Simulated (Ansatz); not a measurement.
Here is an unrelaxed guess for Al4CoNi3.

```
CELL_PARAMETERS angstrom
5.90762 0.00000 0.00000
0.00000 5.90762 0.00000
0.00000 0.00000 2.95381
ATOMIC_POSITIONS crystal
Al 0.25000 0.25000 0.50000
Al 0.25000 0.75000 0.50000
Al 0.75000 0.25000 0.50000
Al 0.75000 0.75000 0.50000
Co 0.00000 0.00000 0.00000
Ni 0.00000 0.50000 0.00000
Ni 0.50000 0.00000 0.00000
Ni 0.50000 0.50000 0.00000
```

Computed with Ansatz 0.2.0, DFT PBE, scalar-relativistic, plane waves, PAW. Settings: cutoff 420 eV, Γ-centred mesh 4×4×6 on the computed 8-atom cell, Gaussian smearing of 0.10 eV; collinear spin from starting moments 0.0 0.0 0.0 0.0 -3.0 2.0 2.0 2.0 μB.

Energies over the elements count from the elements' standard structures at the same level, with no fitted energy shifts.

Question: Estimate its pressure, forces and energy as it stands.

Answer: The pressure is -9.6 GPa (the mean over three directions, positive in compression), the largest force is 0.17 eV/Å, and the energy is −0.60 eV/atom against the elements. The shortest distance is 2.56 Å.

Question: Is it a good guess?

Answer: A good one: relaxing gains under 0.1 eV/atom (the start's value is from the coarse mesh, so the gain is rough) in 10 ionic steps and ends at −0.63 eV/atom on the finer mesh. The symmetry stays P4/mmm (No. 123). The volume per atom shrinks by 6.7 %, from 12.9 to 12.0 Å³. The shortest distance goes from 2.56 Å (Al–Co and Al–Ni) to 2.49 Å (Al–Co). Conventional cell: a = 5.756 Å, c = 2.901 Å. Around Al lie 2 Co at 2.49 Å, 6 Ni at 2.50–2.51 Å and 6 Al at 2.86–2.90 Å; around Co lie 8 Al at 2.49 Å, 4 Ni at 2.88 Å and 2 Co at 2.90 Å; around Ni on a site of symmetry mmm lie 8 Al at 2.50 Å, 2 Co at 2.88 Å and 4 Ni at 2.88–2.90 Å; 1 more site not described.

The last run used collinear spin, an 8×8×14 mesh (in the run's order of axes) for its 8-atom cell and Gaussian smearing of 0.10 eV. Another magnetic order may lie lower. The relaxation can't lower the symmetry of the start, and the grade says only how near the guess is to its own end. A structure relaxed within its symmetry needn't be a true minimum.
